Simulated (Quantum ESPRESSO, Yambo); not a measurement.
G0W0 results for CsSnBr$_{3}$

Space group Pm-3m (No. 221); a = b = c = 5.7802 Å, α = β = γ = 90.00°

```json
[
 {"atom": "Br", "site": "3c", "symmetry": "4/mm.m", "x": "0.0000", "y": "0.5000", "z": "0.5000"},
 {"atom": "Sn", "site": "1b", "symmetry": "m-3m", "x": "0.5000", "y": "0.5000", "z": "0.5000"},
 {"atom": "Cs", "site": "1a", "symmetry": "m-3m", "x": "0.0000", "y": "0.0000", "z": "0.0000"}
]
```

Cell and atoms were relaxed with PBEsol from Materials Project entry mp-27214, within its symmetry.

Starting point: PBE (stringent potentials; Quantum ESPRESSO, PseudoDojo norm-conserving, 102 Ry, without SOC). G0W0 in Yambo: 2×2×2 Γ-centred k mesh, bands 20 to 553 and a 12 Ry block in the screening, 553 bands in G with the Bruneval-Gonze terminator, plasmon pole fitted at 27.2 eV.

The PBE gap along the band path comes out as 0.35 eV. The PBE gap between the mesh's edge points (R → R) comes out as 0.35 eV. The G0W0 gap between the same points is 1.74 eV.

| k point | band | E PBE (eV) | E QP (eV) | shift (eV) | Z |
|---|---|---|---|---|---|
| Γ | VB | -3.11 | -4.96 | -1.85 | 0.78 |
| Γ | CB | 2.07 | 1.92 | -0.15 | 0.84 |
| X | VB | -2.12 | -3.59 | -1.47 | 0.79 |
| X | CB | 1.38 | 1.52 | 0.13 | 0.80 |
| M | VB | -1.04 | -2.37 | -1.34 | 0.79 |
| M | CB | 0.90 | 1.01 | 0.11 | 0.80 |
| R | VB | 0.00 | -1.27 | -1.27 | 0.79 |
| R | CB | 0.35 | 0.48 | 0.13 | 0.81 |

Energies count from the PBE valence-band maximum.

Nearest settings tried, and what they do to the gap: 297 bands in G: -1 meV; 297 bands in W, 297 bands in G: -20 meV; 7 Ry block (461 vectors against 949): -85 meV. Not varied: mesh. So the settings aren't converged at that level. The k mesh is coarse.

Spin-orbit splittings are left out. The cell is held in this high symmetry; tilts and polar distortions were not searched.

The structure is a Materials Project entry; no match was found in the copy of COD used, and its stability was not checked.
